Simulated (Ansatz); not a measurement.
ZrAg:
```
ZrAg
1.0
    0.00000     2.79204     2.79204
    2.79204     0.00000     2.79204
    2.79204     2.79204     0.00000
Ag Zr
1 1
Direct
  0.00000   0.00000   0.00000
  0.50000   0.50000   0.50000
```

Relaxed with PBEsol. Special points in fractions of this cell's reciprocal vectors: Γ (0.000, 0.000, 0.000); X (0.500, 0.000, 0.500); U (0.625, 0.250, 0.625); K (0.375, 0.375, 0.750); L (0.500, 0.500, 0.500); W (0.500, 0.250, 0.750).

Q: List the band energies nearest the Fermi level at these points for plane-wave PAW PBEsol (Ansatz code).

A: In eV from the Fermi level; about four levels below and three above (degenerate sets whole), none deeper than 8.9 eV; points with the same levels are listed once.

| k | below | above |
|---|---|---|
| Γ | -6.04 -6.04 -5.68 -5.68 -5.68 | 1.45 1.45 1.45 |
| X | -4.92 -4.92 -3.58 -0.62 | 0.57 2.58 2.58 |
| U | -5.00 -3.09 -0.62 -0.48 | 1.01 2.26 2.61 |
| L | -3.11 -1.93 -0.42 -0.42 | 2.06 2.06 3.28 |
| W | -2.87 -0.35 -0.35 -0.12 | 2.57 3.50 3.50 |

Space group Fm-3m (rock salt). The start of the workflow was typed in or built on a structure type; neither database checked (COD, Materials Project) lists it. COD files the formula under space group No. 129. Its standing as an ambient phase is unchecked. The PBEsol relaxation kept the symmetry of its start. At this level the phase is mechanically unstable. No spin polarisation was allowed. Its formation energy is positive at this level, so the cell may be metastable or incomplete. Spin–orbit coupling is left out wherever it is not named.

Potentials: the later of the program's two PAW sets.
